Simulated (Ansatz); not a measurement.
A plane-wave DFT run in Ansatz 0.2.0 (scalar-relativistic PAW potentials unless the input names others): input and command.

```yaml
crystal:
  lattice:
    - [5.8124693364, 0.0, 0.0]
    - [-2.9062346682, 5.033746104, 0.0]
    - [0.0, 0.0, 3.5963875713]
  atoms:
    - { symbol: Sr, position: [0.3333333333, 0.6666666667, 0.5] }
    - { symbol: Sr, position: [0.6666666667, 0.3333333333, 0.5] }
    - { symbol: In, position: [0.0, 0.0, 0.0] }
basis:
  ecutwfc: 420
kpoints:
  mp_grid: { grid: [12, 12, 12] }
hamiltonian:
  xc: pbe
scf:
  occupations: { method: methfessel_paxton, width: 0.005 }
  mixing: { algorithm: msr1, beta: 0.5 }
output:
  forces: true
  eigenvalues: true
  stress: true
```

```bash
ansatz run input.yaml --threads 1 --pin off --max-ram 2560MiB --backend cpu --events-out ev --progress --plain --runs-dir out
```

Abridged log:
```
Basis set: ecut = 420 eV, 2077 PW (Γ), exchange–correlation on 80×80×50 points (8 copies of the dense FFT grid, shifted against one another)
Bands: 21, of which v1, the nominal top of the filled ones, is band 17 counted from 1 (16 counted from 0)
Symmetry: 24 space group operations
k-points: 133 of 1728
SCF iter   1: F=—  HF=-12686.618298 eV  |F-HF|=—  |Δ(HF+E_count)|=         —  Δρ=1.56e-3  dr2=6.48e-3  ethr=1.77e-3  ⟨swp⟩=10.1  Hψ=17424  notcnv=0
SCF iter   2: F=—  HF=-12686.618372 eV  |F-HF|=—  |Δ(HF+E_count)|=   7.40e-5  S|Δr|=    0.00e0  Δρ=6.52e-4  dr2=6.22e-4  ethr=1.96e-5  ⟨swp⟩=3.2  Hψ=6821  notcnv=0  defer=60
SCF iter   3: F=—  HF=-12686.618456 eV  |F-HF|=—  |Δ(HF+E_count)|=   8.37e-5  S|Δr|=    0.00e0  Δρ=2.62e-4  dr2=9.16e-5  ethr=1.89e-6  ⟨swp⟩=2.1  Hψ=3695  notcnv=0  defer=62
SCF iter   4: F=—  HF=-12686.618489 eV  |F-HF|=—  |Δ(HF+E_count)|=   3.34e-5  S|Δr|=    0.00e0  Δρ=4.85e-5  dr2=2.13e-6  ethr=2.78e-7  ⟨swp⟩=3.0  Hψ=5353  notcnv=0  defer=62
SCF iter   5: F=—  HF=-12686.618490 eV  |F-HF|=—  |Δ(HF+E_count)|=   8.03e-7  S|Δr|=    0.00e0  Δρ=1.15e-5  dr2=1.14e-7  ethr=6.46e-9  ⟨swp⟩=2.0  Hψ=3767  notcnv=0  defer=62
SCF iter   6: F=-12686.618490 eV  HF=-12686.618490 eV  |F-HF|=7.48e-10  |Δ(HF+E_count)|=   8.12e-8  S|Δr|=    0.00e0  Δρ=1.58e-6  dr2=1.80e-9  ethr=3.03e-10  ⟨swp⟩=7.8  Hψ=12777  notcnv=0
SCF 1 converged in 6 iterations: F = -12686.618490 eV  dr2 = 1.80e-9
SCF converged after 6 iterations
Stability not checked: this state was not tested for a lower state beside it, because cold or Methfessel-Paxton smearing, or corrected tetrahedra, fill the levels in a way that the test cannot read (fill_not_monotonic; see scf.lower_state_search)
Free energy (F): -12686.618490 eV
Harris-Foulkes:  -12686.618490 eV  (|F-HF|=7.48e-10)
Internal energy: -12686.618494 eV  (E = F + TS)
E sigma→0 (E₀):  -12686.618491 eV
Entropy (-TS):   0.000004 eV (0.001 meV/atom)
Fermi energy:    8.180728 eV
Step filling:    the computed levels leave a gap of 0.0102 eV = 2.0 smearing widths at the electron count; against every level under it full and every level over it empty, smearing changes F+E_penalty+E_count by +2.52e-3 meV and its σ→0 estimate by +1.48e-3 meV
--- Forces (eV/Å), atoms counted from 1 ---
  atom   1  Sr     0.00000000     0.00000000     0.00000000
  atom   2  Sr     0.00000000     0.00000000     0.00000000
  atom   3  In     0.00000000     0.00000000     0.00000000
--- Stress (GPa, compression-positive) ---
        0.036383       0.000000       0.000000
        0.000000       0.036383       0.000000
        0.000000       0.000000      -0.033910
  P = ⅓ Tr σ = 0.0130 GPa (0.130 kbar)
```

Apart from outputs, empty bands and the relaxation, which only the reference makes, the input differs from a reference run on usual settings in scf.mixing.algorithm: not typed → "msr1"; scf.mixing.beta: not typed → 0.5; scf.occupations.method: "gaussian" → "methfessel_paxton"; scf.occupations.width: 0.1 → 0.005. The reference, at the same geometry, ended its own course with pressure 0.03 GPa, largest force 0.000 eV/Å, no gap on the mesh. This run converged in 6 SCF iterations with an energy at zero smearing 0.13 meV/atom below the reference's, pressure 0.01 GPa, largest force 0.000 eV/Å, no gap on the mesh. Its k mesh, for so narrow a smearing in a metal, is looser than usual, yet energy, pressure and forces hardly moved.

The run took 7.3 s on 1 thread of Intel(R) Xeon(R) 6975P-C (Granite Rapids), on a shared host, peak memory 0.54 GiB.